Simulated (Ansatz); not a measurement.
## Run times of several calculations on ZnS

Cell: 8 atoms, space group P6_3mc, a = 3.809 Å, b = 3.809 Å, c = 12.453 Å, α = 90.00°, β = 90.00°, γ = 120.00°.

All runs are DFT with Ansatz 0.2.0 on 1 thread of Arm Neoverse V2 (aarch64; 8 cores open to the job, memory cap 3.0 GiB, no GPU), a shared host.

Task: Rank the runs by wall time, shortest first.
A. dielectric tensor by linear response, PBE, 420 eV, 8×8×3 k-points, fixed occupations
B. single point, PBE, 420 eV, 8×8×3 k-points, smearing 0.02 eV
C. core holes on 4 sites, PBE, 420 eV, 4×4×2 k-points, fixed occupations, 24 atoms

Result: B (15 s, 0.42 GiB), A (4.5 min, 1.6 GiB), C (9.3 min, 1.3 GiB).
